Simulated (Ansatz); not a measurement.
AlCo (CsCl type, Pm-3m) at seven volumes, plane-wave PAW PBE (Ansatz code), scaled uniformly. One row is withheld.

```csv
V (Å³/atom),P (GPa)
10.554,20.69
10.901,12.67
11.249,5.84
11.597,0.01
11.945,-4.97
12.293,-9.22
12.641,?
```

Fit the shown pressures and predict the withheld one.

P = (3/2)B₀(x^(7/2) − x^(5/2))[1 + (3/4)(B′ − 4)(x − 1)] with x = (V₀/V)^(2/3). Least squares on the six rows gives V₀ = 11.597 Å³/atom, B₀ = 179 GPa, B′ = 4.28. At V = 12.641, x = 0.9442 and P = -12.84 GPa. The run itself gave -12.84 GPa.

Symmetry was held in the PBE relaxation. The workflow began spin-polarised and lost its moments.

Potentials: the later of the program's two PAW sets.
